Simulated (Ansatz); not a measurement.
Input file for Ansatz (a first-principles code):

Ansatz 0.2 input:
```yaml
crystal:
  lattice:
    - [4.42313214, 0.0, 0.0]
    - [-2.21156607, 3.8305447975, 0.0]
    - [0.0, 0.0, 7.59962015]
  atoms:
    - { symbol: Ba, position: [0.0, 0.0, 0.0] }
    - { symbol: Cd, position: [0.6666666667, 0.3333333333, 0.3693062197] }
    - { symbol: Cd, position: [0.3333333333, 0.6666666667, 0.6306937803] }
    - { symbol: P, position: [0.6666666667, 0.3333333333, 0.732439445] }
    - { symbol: P, position: [0.3333333333, 0.6666666667, 0.267560555] }
kpoints:
  mp_grid: { grid: [6, 6, 3] }
  band_path:
    path:
      - [[0.0, 0.0, 0.0], [0.5, 0.0, 0.0], [0.3333333333, 0.3333333333, 0.0], [0.0, 0.0, 0.0], [0.0, 0.0, 0.5], [0.5, 0.0, 0.5], [0.3333333333, 0.3333333333, 0.5], [0.0, 0.0, 0.5]]  # Γ-M-K-Γ-A-L-H-A
      - [[0.5, 0.0, 0.5], [0.5, 0.0, 0.0]]  # L-M
      - [[0.3333333333, 0.3333333333, 0.5], [0.3333333333, 0.3333333333, 0.0]]  # H-K
      - [VBM, CBM]
    npoints: 8
hamiltonian:
  xc: r2scan
  pseudopotentials: { kind: paw }
magnetization: { noncollinear: true, spin_orbit: true }
scf:
  n_extra_bands: 12
  convergence: { dr2_threshold: 0.0000000001 }
  occupations: { method: gaussian, width: 0.01 }
checkpoint: { write: soc.run }
output: { eigenvalues: true }
```

Output (shortened):

```
Pseudopotential: Ba, paw_fr, valence charge 10
Pseudopotential: Cd, paw_fr, valence charge 20
Pseudopotential: P, paw_fr, valence charge 5
Functional definition: r2SCAN
non-collinear run that drives no moment, with spin-orbit …
Crystal: 5 atoms, lattice volume = 128.760 Å³
Basis set: ecut = 500 eV, 3219 PW (Γ), exchange–correlation on 144×144×240 points (64 copies of the dense FFT grid, shifted against one another)
Bands: 72, of which v1, the nominal top of the filled ones, is band 60 counted from 1 (59 counted from 0)
Symmetry: 12 space group operations + 12 with time reversal
k-points: 17 of 108
Projection manifold: j_resolved (fully-relativistic pseudo-atomic orbitals)
SCF iter   1: F=—  HF=-23996.112243 eV  |F-HF|=—  |Δ(HF+E_count)|=         —  Δρ=4.74e-2  dr2=1.61e1  dr2_τ=3.41e-2  dr2_m=0.00e0 (ungated)  ethr=3.10e-3  |M|=0.00e0 ∫|m|=0.00e0 μB  |m|>n=0.0e0 m-floor=0.0e0 τ_xc=0.0e0  β_m=0.30  ⟨swp⟩=9.9  Hψ=3388  notcnv=0  defer=6
preconditioner: auto → Resta (q_TF=auto, 2.402 Å⁻¹)
spin=Noncollinear: Resta preconditioning applied to the charge; magnetization (m_x, m_y, m_z) channels mix plain (no charge-response kernel on spin).
SCF iter   2: F=—  HF=-23993.977355 eV  |F-HF|=—  |Δ(HF+E_count)|=    2.13e0  Δρ=2.84e-2  dr2=5.94e0  dr2_τ=2.90e-3  dr2_m=0.00e0 (ungated)  ethr=3.10e-3  |M|=0.00e0 ∫|m|=0.00e0 μB  |m|>n=0.0e0 m-floor=0.0e0 τ_xc=0.0e0  β_m=0.52  ⟨swp⟩=3.5  Hψ=1087  notcnv=0  defer=118
SCF iter   3: F=—  HF=-23992.879942 eV  |F-HF|=—  |Δ(HF+E_count)|=    1.10e0  Δρ=8.88e-3  dr2=2.15e-1  dr2_τ=2.43e-3  dr2_m=0.00e0 (ungated)  ethr=3.10e-3  |M|=0.00e0 ∫|m|=0.00e0 μB  |m|>n=0.0e0 m-floor=0.0e0 τ_xc=0.0e0  β_m=0.64  ⟨swp⟩=4.2  Hψ=1126  notcnv=0  defer=106
SCF iter   4: F=—  HF=-23992.876672 eV  |F-HF|=—  |Δ(HF+E_count)|=   3.27e-3  Δρ=3.35e-3  dr2=2.30e-2  dr2_τ=1.07e-4  dr2_m=0.00e0 (ungated)  ethr=3.59e-4  |M|=0.00e0 ∫|m|=0.00e0 μB  |m|>n=0.0e0 m-floor=0.0e0 τ_xc=0.0e0  β_m=0.82  ⟨swp⟩=4.5  Hψ=1069  notcnv=0  defer=104
SCF iter   5: F=—  HF=-23992.877276 eV  |F-HF|=—  |Δ(HF+E_count)|=   6.04e-4  Δρ=7.51e-4  dr2=1.12e-3  dr2_τ=7.94e-6  dr2_m=0.00e0 (ungated)  ethr=3.83e-5  |M|=0.00e0 ∫|m|=0.00e0 μB  |m|>n=0.0e0 m-floor=0.0e0 τ_xc=0.0e0  β_m=0.91  ⟨swp⟩=3.1  Hψ=1004  notcnv=0  defer=104
SCF iter   6: F=—  HF=-23992.877588 eV  |F-HF|=—  |Δ(HF+E_count)|=   3.12e-4  Δρ=2.36e-4  dr2=1.98e-4  dr2_τ=1.19e-6  dr2_m=0.00e0 (ungated)  ethr=1.87e-6  |M|=0.00e0 ∫|m|=0.00e0 μB  |m|>n=0.0e0 m-floor=0.0e0 τ_xc=0.0e0  β_m=0.95  ⟨swp⟩=2.9  Hψ=1100  notcnv=0  defer=104
SCF iter   7: F=—  HF=-23992.877588 eV  |F-HF|=—  |Δ(HF+E_count)|=   3.59e-7  Δρ=7.36e-5  dr2=7.49e-6  dr2_τ=1.87e-7  dr2_m=0.00e0 (ungated)  ethr=3.30e-7  |M|=0.00e0 ∫|m|=0.00e0 μB  |m|>n=0.0e0 m-floor=0.0e0 τ_xc=0.0e0  β_m=0.97  ⟨swp⟩=2.9  Hψ=1026  notcnv=0  defer=104
SCF iter   8: F=—  HF=-23992.877618 eV  |F-HF|=—  |Δ(HF+E_count)|=   2.98e-5  Δρ=2.38e-5  dr2=1.07e-6  dr2_τ=6.34e-9  dr2_m=0.00e0 (ungated)  ethr=1.25e-8  |M|=0.00e0 ∫|m|=0.00e0 μB  |m|>n=0.0e0 m-floor=0.0e0 τ_xc=0.0e0  β_m=0.98  ⟨swp⟩=2.2  Hψ=964  notcnv=0  defer=104
SCF iter  12: F=-23992.877565 eV  HF=-23992.877565 eV  |F-HF|=3.64e-12  |Δ(HF+E_count)|=  1.09e-10  Δρ=1.14e-7  dr2=3.02e-11  dr2_τ=3.30e-13  dr2_m=0.00e0 (ungated)  ethr=1.00e-12  |M|=0.00e0 ∫|m|=0.00e0 μB  |m|>n=0.0e0 m-floor=0.0e0 τ_xc=0.0e0  ⟨swp⟩=12.8  Hψ=3381  notcnv=0
SCF 1 converged in 12 iterations: F = -23992.877565 eV  dr2 = 3.02e-11
NSCF: frozen V_eff on 34 k-points
NSCF: frozen V_eff on 34 k-points
NSCF: frozen V_eff on 34 k-points
NSCF: frozen V_eff on 34 k-points
NSCF: frozen V_eff on 25 k-points
NSCF: frozen V_eff on 17 k-points
NSCF: frozen V_eff on 8 k-points
NSCF: frozen V_eff on 8 k-points
NSCF: frozen V_eff on 8 k-points
NSCF: frozen V_eff on 8 k-points
NSCF: frozen V_eff on 84 k-points
SCF converged after 12 iterations
Magnetization: |M| = 0.0000 μB,  M = (+0.0000, +0.0000, +0.0000) μB
Absolute magnetization: 0.0000 μB (∫|m|)
  site 0: m = (+0.0000, +0.0000, +0.0000) μB, |m| = 0.0000 μB  (R = 1.35 Å)
  site 1: m = (+0.0000, +0.0000, +0.0000) μB, |m| = 0.0000 μB  (R = 1.10 Å)
  site 2: m = (+0.0000, +0.0000, +0.0000) μB, |m| = 0.0000 μB  (R = 1.10 Å)
  site 3: m = (+0.0000, +0.0000, +0.0000) μB, |m| = 0.0000 μB  (R = 1.10 Å)
  site 4: m = (+0.0000, +0.0000, +0.0000) μB, |m| = 0.0000 μB  (R = 1.10 Å)
Free energy (F): -23992.877565 eV
Harris-Foulkes:  -23992.877565 eV  (|F-HF|=3.64e-12)
Internal energy: -23992.877565 eV  (E = F + TS)
E sigma→0 (E₀):  -23992.877565 eV
Fermi energy:    9.780437 eV
--- Per-component energies (eV) ---
  E_band       = -1029.031365
  E_kinetic    = 1319.131624
  E_local      = -8993.451628  (includes V_loc(G=0)·N_el)
  E_nonlocal   = 186.249116
  E_hartree    = 4175.770455
  E_xc         = -612.208492
  E_vxc        = -771.464288  (∫ρ·V_xc dr)
  E_paw        = -14581.102735  (= ΣΔE_a)
  E_vpaw       = -1168.655726  (= ΣTr[D̂ρ^β])
  E_aug_tail   = 0.000012  (compensation charges beyond the density's cutoff)
  E_vtau       = 47.618617  (kinetic-family band-sum trace: ∫τ·v_τ [+ j·A + Jᵃ·Aᵃ] dr)
  E_ewald      = -5486.023664
  E_core_change = -1.242252  (= ΣΔE_core)
  E_smearing   =  0.000000  (= −TS)
  E_closure    =  0.000000  (closes the sum)
  Σ components = -23992.877565   (vs F -23992.877565, Δ=0.00e0)
  [band-id]    e_kinetic+e_local+e_nonlocal+2·e_hartree+e_vxc+e_vpaw+e_augmentation_tail+e_vtau = -1029.031362   (vs E_band -1029.031365, Δ=2.73e-6)
--- Band table (eV; the first three rows and the last of 17) ---
  k-point 0: bands = ["-95.9486", "-95.9486", "-95.9478", "-95.9478", "-60.0879", "-60.0879", "-60.0840", "-60.0840", "-54.3678", "-54.3678", "-54.3614", "-54.3614", "-54.3531", "-54.3531", "-54.3476", "-54.3476", "-19.0219", "-19.0219", "-5.2856", "-5.2856", …
  k-point 1: bands = ["-95.9486", "-95.9486", "-95.9478", "-95.9478", "-60.0879", "-60.0879", "-60.0840", "-60.0840", "-54.3678", "-54.3678", "-54.3614", "-54.3614", "-54.3531", "-54.3531", "-54.3476", "-54.3476", "-19.0219", "-19.0219", "-5.2913", "-5.2913", …
  k-point 2: bands = ["-95.9485", "-95.9485", "-95.9479", "-95.9479", "-60.0876", "-60.0876", "-60.0842", "-60.0842", "-54.3675", "-54.3675", "-54.3620", "-54.3620", "-54.3526", "-54.3526", "-54.3478", "-54.3478", "-19.0124", "-19.0124", "-5.3073", "-5.3073", …
  k-point 16: bands = ["-95.9482", "-95.9482", "-95.9482", "-95.9482", "-60.0860", "-60.0860", "-60.0860", "-60.0860", "-54.3656", "-54.3656", "-54.3646", "-54.3646", "-54.3505", "-54.3505", "-54.3495", "-54.3495", "-18.9787", "-18.9787", "-5.4045", …
```

Cost: roughly 11 core-minutes on shared cores.

Space group P-3m1. The first step of the workflow began from a Materials Project structure, measured or hypothetical; the Crystallography Open Database copy checked does not list it. Whether it is the stable phase at ambient conditions was not checked. The r²SCAN relaxation kept the symmetry of its start; its stability against distortions is not shown here.

Potentials: the later of the program's two PAW sets.

Ansatz is a plane-wave DFT program.
